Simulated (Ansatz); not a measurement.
TaRu:
```cif
data_RuTa
_chemical_formula_sum 'Ta1 Ru1'
_space_group_name_H-M_alt 'P 1'
_space_group_IT_number 1
_cell_length_a 3.13938
_cell_length_b 3.13938
_cell_length_c 3.13938
_cell_angle_alpha 90.000
_cell_angle_beta 90.000
_cell_angle_gamma 90.000
loop_
_space_group_symop_operation_xyz
  'x, y, z'
loop_
_atom_site_label
_atom_site_type_symbol
_atom_site_fract_x
_atom_site_fract_y
_atom_site_fract_z
_atom_site_occupancy
Ta1 Ta 0.50000 0.50000 0.50000 1
Ru1 Ru 0.00000 0.00000 0.00000 1
```

Relaxed with PBEsol.

Problem. Which orbitals make up the states near the Fermi level in PBEsol in the plane-wave PAW code Ansatz?

Solution. Within 0.5 eV of the Fermi level: Ta 5d 48 %, Ru 4d 45 %. Projections are on Löwdin-orthogonalised atomic valence shells; empty p or d shells of many metals are not among them.

Problem. Tabulate the density of states.

Solution. States/eV per cell of 2 atoms, in 0.25 eV bins, energy from the Fermi level.

| E (eV) | total | Ru 4d | Ta 5d | Ta 6s |
|---|---|---|---|---|
| -7.85 | 0.16 | 0.00 | 0.00 | 0.07 |
| -7.60 | 0.18 | 0.00 | 0.00 | 0.08 |
| -7.35 | 0.21 | 0.01 | 0.01 | 0.10 |
| -7.10 | 0.25 | 0.01 | 0.01 | 0.11 |
| -6.85 | 0.30 | 0.02 | 0.02 | 0.13 |
| -6.60 | 0.38 | 0.04 | 0.04 | 0.16 |
| -6.35 | 0.92 | 0.29 | 0.18 | 0.26 |
| -6.10 | 1.52 | 0.59 | 0.40 | 0.32 |
| -5.85 | 1.82 | 0.76 | 0.55 | 0.31 |
| -5.60 | 2.11 | 0.95 | 0.66 | 0.32 |
| -5.35 | 2.16 | 1.15 | 0.71 | 0.16 |
| -5.10 | 2.44 | 1.38 | 0.81 | 0.08 |
| -4.85 | 2.61 | 1.39 | 0.88 | 0.05 |
| -4.60 | 1.52 | 0.81 | 0.57 | 0.02 |
| -4.35 | 1.44 | 0.90 | 0.47 | 0.01 |
| -4.10 | 4.12 | 2.89 | 1.13 | 0.01 |
| -3.85 | 3.94 | 2.69 | 1.14 | 0.01 |
| -3.60 | 2.40 | 1.61 | 0.70 | 0.01 |
| -3.35 | 2.25 | 1.50 | 0.63 | 0.03 |
| -3.10 | 2.84 | 1.94 | 0.66 | 0.05 |
| -2.85 | 4.00 | 2.66 | 0.96 | 0.10 |
| -2.60 | 3.29 | 2.07 | 0.88 | 0.13 |
| -2.35 | 1.96 | 1.00 | 0.64 | 0.14 |
| -2.10 | 1.71 | 1.06 | 0.41 | 0.09 |
| -1.85 | 1.44 | 0.97 | 0.27 | 0.07 |
| -1.60 | 0.64 | 0.29 | 0.20 | 0.05 |
| -1.35 | 0.52 | 0.20 | 0.19 | 0.04 |
| -1.10 | 0.48 | 0.19 | 0.19 | 0.03 |
| -0.85 | 0.48 | 0.19 | 0.21 | 0.02 |
| -0.60 | 0.51 | 0.19 | 0.25 | 0.02 |
| -0.35 | 0.79 | 0.36 | 0.37 | 0.02 |
| -0.10 | 2.38 | 1.19 | 1.06 | 0.05 |
| 0.15 | 3.79 | 1.79 | 1.75 | 0.09 |
| 0.40 | 3.23 | 1.27 | 1.75 | 0.05 |
| 0.65 | 3.05 | 1.05 | 1.78 | 0.04 |
| 0.90 | 2.62 | 0.82 | 1.55 | 0.03 |
| 1.15 | 3.35 | 1.01 | 2.02 | 0.02 |
| 1.40 | 2.75 | 0.75 | 1.60 | 0.01 |
| 1.65 | 1.49 | 0.33 | 0.98 | 0.02 |
| 1.90 | 0.96 | 0.19 | 0.68 | 0.02 |
| 2.15 | 0.80 | 0.16 | 0.56 | 0.02 |
| 2.40 | 0.77 | 0.15 | 0.54 | 0.02 |
| 2.65 | 0.89 | 0.16 | 0.65 | 0.02 |
| 2.90 | 1.09 | 0.20 | 0.81 | 0.03 |
| 3.15 | 1.64 | 0.30 | 1.22 | 0.04 |
| 3.40 | 1.94 | 0.37 | 1.45 | 0.04 |
| 3.65 | 1.91 | 0.36 | 1.43 | 0.04 |
| 3.90 | 1.70 | 0.32 | 1.26 | 0.04 |
| 4.15 | 1.47 | 0.26 | 1.09 | 0.04 |
| 4.40 | 0.52 | 0.10 | 0.31 | 0.03 |
| 4.65 | 0.78 | 0.07 | 0.36 | 0.22 |

Space group Pm-3m (CsCl type). The first step of the workflow began from a Materials Project structure, measured or hypothetical; the Crystallography Open Database files this formula in space group No. 221, but the cells were not matched. Whether it is the stable phase at ambient conditions was not checked. The PBEsol relaxation kept the symmetry of its start. At this level the phase is mechanically unstable. The run is not spin-polarised. Spin–orbit coupling is left out wherever it is not named.

Potentials: the later of the program's two PAW sets.
